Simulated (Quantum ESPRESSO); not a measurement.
**Band energies of KBr**

```
KBr
1.0
    0.00000     3.27433     3.27433
    3.27433     0.00000     3.27433
    3.27433     3.27433     0.00000
K Br
1 1
Direct
  0.00000   0.00000   0.00000
  0.50000   0.50000   0.50000
```

norm-conserving PBEsol (Quantum ESPRESSO, 74 Ry, no spin-orbit coupling); path ΓXWKΓLUWLK,UX; energies in eV from the valence-band maximum.

| k (1/Å) | point | band 4 | band 5 | band 6 | band 7 | band 8 | band 9 | band 10 | band 11 |
|---|---|---|---|---|---|---|---|---|---|
| 0.00 | Γ | -11.11 | -11.11 | 0.00 | 0.00 | 0.00 | 4.34 | 7.54 | 7.54 |
| 0.21 |  | -11.11 | -11.07 | -0.27 | -0.04 | -0.04 | 4.75 | 7.19 | 7.86 |
| 0.43 |  | -11.13 | -11.02 | -0.68 | -0.14 | -0.14 | 5.62 | 6.56 | 8.74 |
| 0.75 |  | -11.14 | -11.14 | -0.88 | -0.27 | -0.27 | 5.86 | 6.88 | 9.22 |
| 0.96 | X | -11.15 | -11.15 | -0.86 | -0.30 | -0.30 | 5.72 | 7.18 | 9.36 |
| 1.32 |  | -11.17 | -11.03 | -0.72 | -0.54 | -0.51 | 6.67 | 8.00 | 8.05 |
| 1.44 | W | -11.18 | -11.02 | -0.62 | -0.62 | -0.57 | 7.30 | 7.30 | 8.27 |
| 1.55 |  | -11.17 | -11.02 | -0.68 | -0.64 | -0.48 | 6.88 | 7.77 | 8.22 |
| 1.78 | K | -11.14 | -11.04 | -0.73 | -0.68 | -0.35 | 6.48 | 8.16 | 8.41 |
| 1.88 |  | -11.13 | -11.00 | -0.83 | -0.65 | -0.37 | 6.84 | 8.03 | 8.54 |
| 2.08 |  | -11.12 | -10.94 | -0.98 | -0.46 | -0.36 | 6.94 | 7.45 | 8.72 |
| 2.29 |  | -11.11 | -10.96 | -0.84 | -0.27 | -0.26 | 6.10 | 7.18 | 8.33 |
| 2.59 |  | -11.11 | -11.07 | -0.23 | -0.06 | -0.04 | 4.73 | 7.37 | 7.67 |
| 2.80 | Γ | -11.11 | -11.11 | 0.00 | 0.00 | 0.00 | 4.34 | 7.54 | 7.54 |
| 3.11 |  | -11.11 | -11.03 | -0.47 | -0.12 | -0.12 | 5.17 | 7.37 | 7.95 |
| 3.32 |  | -11.11 | -10.94 | -0.94 | -0.26 | -0.26 | 6.02 | 7.58 | 8.62 |
| 3.63 | L | -11.11 | -10.86 | -1.25 | -0.36 | -0.36 | 6.49 | 8.21 | 9.76 |
| 3.86 |  | -11.12 | -10.91 | -1.14 | -0.44 | -0.36 | 6.72 | 7.97 | 9.25 |
| 4.21 | U | -11.14 | -11.04 | -0.73 | -0.68 | -0.35 | 6.48 | 8.16 | 8.41 |
| 4.44 |  | -11.17 | -11.02 | -0.68 | -0.64 | -0.48 | 6.88 | 7.77 | 8.22 |
| 4.55 | W | -11.18 | -11.02 | -0.62 | -0.62 | -0.57 | 7.30 | 7.30 | 8.27 |
| 4.65 |  | -11.17 | -11.01 | -0.71 | -0.61 | -0.50 | 7.27 | 7.34 | 8.32 |
| 4.94 |  | -11.13 | -10.93 | -1.08 | -0.47 | -0.38 | 6.83 | 7.84 | 9.07 |
| 5.14 |  | -11.12 | -10.87 | -1.23 | -0.37 | -0.36 | 6.53 | 8.17 | 9.68 |
| 5.23 | L | -11.11 | -10.86 | -1.25 | -0.36 | -0.36 | 6.49 | 8.21 | 9.76 |
| 5.40 |  | -11.12 | -10.89 | -1.19 | -0.40 | -0.36 | 6.61 | 8.08 | 9.46 |
| 5.57 |  | -11.12 | -10.95 | -1.03 | -0.51 | -0.36 | 6.84 | 7.85 | 8.94 |
| 5.82 | K | -11.14 | -11.04 | -0.73 | -0.68 | -0.35 | 6.48 | 8.16 | 8.41 |
| 5.82 | U | -11.14 | -11.04 | -0.73 | -0.68 | -0.35 | 6.48 | 8.16 | 8.41 |
| 5.90 |  | -11.14 | -11.08 | -0.79 | -0.54 | -0.33 | 6.18 | 7.77 | 8.75 |
| 6.16 | X | -11.15 | -11.15 | -0.86 | -0.30 | -0.30 | 5.72 | 7.18 | 9.36 |

The PBEsol gap is direct, 4.34 eV at Γ.

Spin-orbit splittings are left out.

Geometry relaxed with PBEsol.
